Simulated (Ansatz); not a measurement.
**Trial structure types under relaxation**

Theory: Ansatz, DFT PBEsol, scalar-relativistic, plane waves, PAW. All cells share a 420 eV cutoff and Γ-centred k meshes spaced at most 0.3 Å⁻¹ (0.19 for metals, 2π included).

Each formula is placed on the named type at a guessed volume, then cell and atoms relax at zero pressure without lowering the symmetry. Keeping the type says nothing about stability against other structures or lower symmetry. Neighbours of an atom are counted within 25 % of the shortest distance of their pair. The atoms listed around a site end at a clear gap in distance instead, so their number can differ.

No dispersion correction is applied, so the spacing between layers, chains or molecules is poorly fixed, and with it the volume and density. Spin–orbit coupling is left out.

Run without spin polarisation, though moments may exist and would change the cell: Cl.

Task: Does Cl keep the alpha-boron type (R-3m, No. 166)?

Result: No. It keeps the space group, but the neighbours change from Cl 6.5 Cl to Cl 0.5 Cl, with a = 7.150 Å, c = 23.811 Å. Around Cl on Wyckoff site h (6 atoms of the primitive cell) lie 1 Cl at 2.01 Å; Cl on Wyckoff site h (6 atoms of the primitive cell) has 4 Cl at 2.61–2.64 Å and 1 Cl at 2.93 Å.

Task: Ta on the dhcp type (P6_3/mmc, No. 194): does the type hold?

Result: Yes: a = 2.906 Å, c = 9.935 Å. Around Ta on Wyckoff site a (2 atoms of the primitive cell) lie 12 Ta at 2.91–3.00 Å; Ta on Wyckoff site d (2 atoms of the primitive cell) has 12 Ta at 2.91–3.00 Å.

Task: Cl on the omega type (P6/mmm, No. 191): does the type hold?

Result: No. It keeps the space group, but the neighbours change from Cl 12 Cl to Cl 2 Cl, with a = 6.395 Å, c = 2.257 Å. Cl on Wyckoff site a (1 atom of the primitive cell) is coordinated by 2 Cl at 2.26 Å; around Cl on Wyckoff site d (2 atoms of the primitive cell) lie 2 Cl at 2.26 Å.

Task: Does Ta keep the beta-tin type (I4_1/amd, No. 141)?

Result: Yes: a = 5.220 Å, c = 2.782 Å. Ta has 6 Ta at 2.70–2.78 Å.